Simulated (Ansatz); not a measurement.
GaAs:
```
GaAs
1.0
    3.98872     0.00000     0.00000
   -1.99436     3.45433     0.00000
    0.00000     0.00000     6.57292
Ga As
2 2
Cartesian
  0.00000   2.30289   0.00000
  1.99436   1.15144   3.28646
  0.00000   2.30289   2.45827
  1.99436   1.15144   5.74473
```

DFT-PBEsol in the program Ansatz with PAW potentials gives a gap of 0.43 eV without spin–orbit coupling, maximum at Γ, minimum at Γ.

**Question.** What happens when spin–orbit coupling is switched on?

**Answer.** The gap falls by 0.11 eV, to 0.32 eV; maximum at Γ, minimum at Γ.

**Question.** Give the hole effective mass with spin–orbit coupling.

**Answer.** 0.041, 0.041, 0.80 mₑ (principal values).

Space group P6_3mc (wurtzite). The workflow started from a Materials Project entry (that database holds measured and hypothetical structures alike); the Crystallography Open Database copy checked does not list it. It is not the phase usual at ambient conditions (space group No. 216). The cell was relaxed with PBEsol under the symmetry of its start; its stability against distortions is not shown here.

Potentials: the earlier of the program's two PAW sets. The files were generated under PBE; for other functionals the program regenerates the frozen cores, and for LDA and PBEsol the local potential too.
